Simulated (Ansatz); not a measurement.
ZrSeS:
```xyz
3
Lattice="3.7380 0.0000 0.0000 -1.8690 3.2372 0.0000 0.0000 0.0000 6.1056" Properties=species:S:1:pos:R:3 pbc="T T T"
Zr     0.0000     0.0000     0.0778
Se     1.8690     1.0791     4.5673
S      0.0000     2.1581     1.4606
```

Relaxed with r²SCAN+D4. Special points in fractions of this cell's reciprocal vectors: Γ (0.000, 0.000, 0.000); M (0.500, 0.000, 0.000); K (0.333, 0.333, 0.000); A (0.000, 0.000, 0.500); L (0.500, 0.000, 0.500); H (0.333, 0.333, 0.500).

Problem. List the band energies nearest the valence-band maximum at these points for plane-wave PAW r²SCAN+D4 with spin–orbit coupling (Ansatz code).

Solution. In eV from the valence-band maximum; about four levels below and three above (degenerate sets whole), none deeper than 8.9 eV; points with the same levels are listed once.

| k | below | above |
|---|---|---|
| Γ | -0.08 -0.08 0.00 0.00 | 1.45 1.45 1.46 1.46 |
| M | -2.10 -2.10 -1.33 -1.33 | 1.02 1.02 3.07 3.07 |
| K | -2.22 -2.18 -1.87 -1.78 | 2.15 2.16 2.78 |
| A | -0.35 -0.35 -0.13 -0.13 | 1.43 1.43 1.43 1.43 |
| L | -1.22 -1.22 -1.00 -1.00 | 0.85 0.85 3.06 3.06 |
| H | -2.18 -2.10 -2.06 -2.05 | 2.21 2.21 2.59 |

Space group P3m1. The first step of the workflow began from a Materials Project structure, measured or hypothetical; the Crystallography Open Database copy checked does not list it. With Se and S taken as one species the cell has the higher symmetry P-3m1, so it may be an ordered model of a mixed-site phase. Whether it is the stable phase at ambient conditions was not checked. The cell was relaxed with r²SCAN+D4 under the symmetry of its start; whether a distortion lowers the energy is not shown. The run is not spin-polarised.

Potentials: the later of the program's two PAW sets.
